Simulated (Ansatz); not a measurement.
SnS:
```xyz
8
Lattice="10.9869 0.0000 0.0000 0.0000 3.9524 0.0000 0.0000 0.0000 4.1874" Properties=species:S:1:pos:R:3 pbc="T T T"
Sn     6.7895     0.9881     1.6338
Sn     4.1974     2.9643     2.5536
Sn     9.6908     2.9643     3.7275
Sn     1.2960     0.9881     0.4599
S      3.8877     0.9881     0.1100
S      7.0992     2.9643     4.0774
S      1.6057     2.9643     2.2037
S      9.3812     0.9881     1.9837
```

Relaxed with LDA. Special points in fractions of this cell's reciprocal vectors: Γ (0.000, 0.000, 0.000); X (0.500, 0.000, 0.000); S (0.500, 0.500, 0.000); Y (0.000, 0.500, 0.000); Z (0.000, 0.000, 0.500); U (0.500, 0.000, 0.500); R (0.500, 0.500, 0.500); T (0.000, 0.500, 0.500).

Question: List the band energies nearest the valence-band maximum at these points for DFT-LDA in the program Ansatz with PAW potentials.

Answer: In eV from the valence-band maximum; about four levels below and three above (degenerate sets whole), none deeper than 8.9 eV; points with the same levels are listed once.

```
k                    below                above
-  -----------------------  -------------------
Γ  -2.15 -1.44 -0.96 -0.83       0.54 2.82 2.87
X  -2.42 -2.42 -0.86 -0.86  2.48 2.48 2.64 2.64
S  -1.15 -1.15 -1.15 -1.15  1.45 1.45 1.45 1.45
Y  -1.19 -1.19 -0.90 -0.90  0.93 0.93 1.62 1.62
Z  -1.10 -1.10 -0.22 -0.22  1.27 1.27 1.64 1.64
U  -0.85 -0.85 -0.11 -0.11  1.12 1.12 1.69 1.69
R  -1.94 -1.94 -1.94 -1.94  2.39 2.39 2.39 2.39
T  -2.79 -2.79 -1.76 -1.76  2.60 2.60 2.90 2.90
```

Space group Pnma. The LDA relaxation kept the symmetry of its start; of distortions, only those at the zone centre were tested. A crystal of weakly bound layers computed without a dispersion correction: the cell and the soft elastic constants depend strongly on that. Spin–orbit coupling is left out wherever it is not named.

Potentials: the earlier of the program's two PAW sets.
